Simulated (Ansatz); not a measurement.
Ti (fcc (Cu type), space group No. 225) under volume change, DFT-PBEsol in the program Ansatz with PAW potentials, scaled uniformly.

```tsv
V (Å³/atom)	E − E(relaxed) (meV/atom)	P (GPa)
15.179	55.3	12.65
15.679	23.4	7.86
16.179	5.6	3.67
16.680	0.0	0.00
17.180	5.1	-3.21
17.680	[?]	[?]
18.181	[?]	[?]
```

**Question.** What belongs in the gaps?

**Answer.** 
- 18.181, E − E(relaxed) (meV/atom): 42.5
- 18.181, P (GPa): -8.50
- 17.680, E − E(relaxed) (meV/atom): 19.7
- 17.680, P (GPa): -6.03

**Question.** What does a third-order Birch–Murnaghan fit give for V₀, B₀ and B′?

**Answer.** V₀ = 16.68 Å³/atom, B₀ = 114 GPa, B′ = 3.4.

Space group Fm-3m (fcc (Cu type)). The workflow started from an entry of the Crystallography Open Database (COD), which files this formula under 3 space groups. It is not the phase usual at ambient conditions (space group No. 194). The PBEsol relaxation kept the symmetry of its start; whether a distortion lowers the energy is not shown. The run is not spin-polarised.

Potentials: the later of the program's two PAW sets.
